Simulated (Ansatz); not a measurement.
Crystals of one structure type (diamond) and one family of elements, relaxed and computed with DFT-PBE in the program Ansatz with PAW potentials.

```json
[
 {"crystal": "Rh", "V (Å³/atom)": "20.93", "B₀ by P(V) fit (GPa)": "129"},
 {"crystal": "Pd", "V (Å³/atom)": "24.49", "B₀ by P(V) fit (GPa)": "66.3"},
 {"crystal": "Ag", "V (Å³/atom)": "30.05", "B₀ by P(V) fit (GPa)": "?"},
 {"crystal": "Zr", "V (Å³/atom)": "30.92", "B₀ by P(V) fit (GPa)": "36.8"},
 {"crystal": "Y", "V (Å³/atom)": "43.65", "B₀ by P(V) fit (GPa)": "9.8"}
]
```

Fit a straight line to ln B₀ against ln V and predict the withheld value.

Least squares on the 4 shown rows: ln B₀ = -3.42 × ln V + (15.233), with a scatter of 8 %. For Ag this gives 36.4. The run itself gave 30.3, outside the scatter: the line misses something about this case.

Typed or built starts, not in the databases checked: Rh, diamond; Pd, diamond; Ag, diamond; Zr, diamond; Y, diamond. Not the usual ambient phase: Rh, diamond; Pd, diamond; Ag, diamond; Zr, diamond; Y, diamond. Began spin-polarised and lost the moments: Rh, diamond. All cells were relaxed under the symmetry of their starts (and spin orders); stability against distortions was not tested throughout. Rows with no word on spin ran without spin polarisation. Spin–orbit coupling is left out wherever it is not named.

Potentials: the earlier of the program's two PAW sets.
